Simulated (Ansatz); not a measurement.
## LaSe2: reading a single point

```
La Se
1.0
     1.75286    3.03604    0.00000
    -1.75286    3.03604    0.00000
     0.00000    0.00000   13.82040
La Se
2 4
Direct
  0.33333 0.33333 0.25000
  0.66667 0.66667 0.75000
  0.33333 0.33333 0.62100
  0.66667 0.66667 0.12100
  0.33333 0.33333 0.87900
  0.66667 0.66667 0.37900
```

Single point in Ansatz 0.2.0 with r2SCAN, spin-orbit coupling. Cutoff 500 eV, PAW datasets, 11×11×3 Γ-centred k mesh, fermi-dirac filling (width 0.1 eV).

The state carries no moments; the state need not be the lowest.

What does the stress say?

The pressure is 29.1 GPa (compression positive), so with the atoms held at these fractions the cell would first expand; the forces are large, so a full relaxation may end otherwise. The principal stresses 24.6, 31.3, 31.3 GPa differ, so its shape would change too.

Which atom feels the largest force, and which way?

The largest is on Se3 (and as large on other atoms): 3.22 eV/Å, components (0.00, 0.00, -3.22). It makes 131° with the line to a nearest neighbour, La2 at 2.70 Å.

Is it stable against the elements?

-0.50 eV an atom against the elements' usual phases (free molecules for gases, crystals otherwise, with no correction for O₂ or N₂), so it is bound against them; other compounds may still compete. Relaxing would lower it.

Is there a gap?

It is a metal, with about 6.6 states/eV a cell as the mean within 0.25 eV of the Fermi level, mostly Se p (82 %).

Give the Bader charges.

Bader charges in e: La +1.39, Se -0.69. In the mean La gives up most and Se takes most.

Origin: a known structure type with other elements, at an estimated volume, so it need not be a known compound. Caveats: atoms or cell far from equilibrium; f levels without a U or exact exchange are poorly placed.
